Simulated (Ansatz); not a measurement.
The calculation used DFT PBE, scalar-relativistic, plane waves, PAW (Ansatz). The final run on the 6-atom cell used 420 eV, a Γ-centred 10×10×10 mesh, 0.02 eV smearing and no spin polarisation.

Energies over the elements count from the elements' standard structures at the same level, with no fitted energy shifts.

**Question.** Give a relaxed trial structure of a tetragonal semiconductor made of S, Se and Zn, with a gap near 1.4 eV, a formation energy near −0.74 eV/atom and about 22 Å³ per atom, in a cell of 6 atoms.

**Answer.** Zn3Se2S, space group I-4m2 (No. 119). Zn on a site of symmetry 2mm is surrounded by 2 S at 2.38 Å and 2 Se at 2.47 Å; around Zn on a site of symmetry -4m2 lie 4 Se at 2.47 Å; around Se lie 4 Zn at 2.47 Å; S has 4 Zn at 2.38 Å.

```xyz
6
Lattice="-1.9928 1.9928 8.4519 1.9928 -1.9928 8.4519 1.9928 1.9928 -8.4519" Properties=species:S:1:pos:R:3 pbc="T T T"
Zn    0.0000    0.0000   13.9879
Zn    0.0000    0.0000    8.4519
Zn    0.0000    0.0000    2.9159
Se    0.0000    1.9928    1.4573
Se    0.0000    1.9928    6.9946
S     1.9928    0.0000    4.2259
```

The volume per atom is 22.38 Å³, the density is 4.78 g/cm³ and the formation energy is −0.742 eV/atom. The gap on the 10×10×10 mesh of the 6-atom cell is 1.36 eV.

The cell was found from a structure generator's guess, not taken from experiment. The answer needn't be unique; the calculation gave this one.

Kohn–Sham gaps at this level usually fall short of measured ones. The reference forms of S and Se are held partly by dispersion forces, which this level lacks. A later test with randomly moved atoms came back to the same energy, though modes that don't fit the test's cell weren't probed.
